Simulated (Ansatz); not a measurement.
## Li: reading a single point

```yaml
crystal:
  lattice:
    - [-1.55465, 1.55465, 1.28002]
    - [1.55465, -1.55465, 1.28002]
    - [1.55465, 1.55465, -1.28002]
  atoms:
    - { symbol: Li, position: [0.00000, 0.00000, 0.00000] }
```

Single point in Ansatz 0.2.0 with r2SCAN, no spin polarisation. Cutoff 500 eV, PAW datasets, 13×13×13 Γ-centred k mesh, fermi-dirac filling (width 0.0104 eV).

**Question.** Describe some of the short contacts.

**Answer.** Li–Li at 2.54 Å: least valence density 0.09 e/Å³ and ELF 0.10 there. These are pseudo-fields; inside the PAW spheres they differ from the all-electron ones.

**Question.** What does the stress say?

**Answer.** The pressure is 16.3 GPa (compression positive), so with the atoms held at these fractions the cell would first expand.

**Question.** Is there a gap?

**Answer.** It is a metal, with about 0.34 states/eV a cell as the mean within 0.25 eV of the Fermi level.

Origin: a known structure type with other elements, at an estimated volume, so it need not be a known compound. Caveats: atoms or cell far from equilibrium.
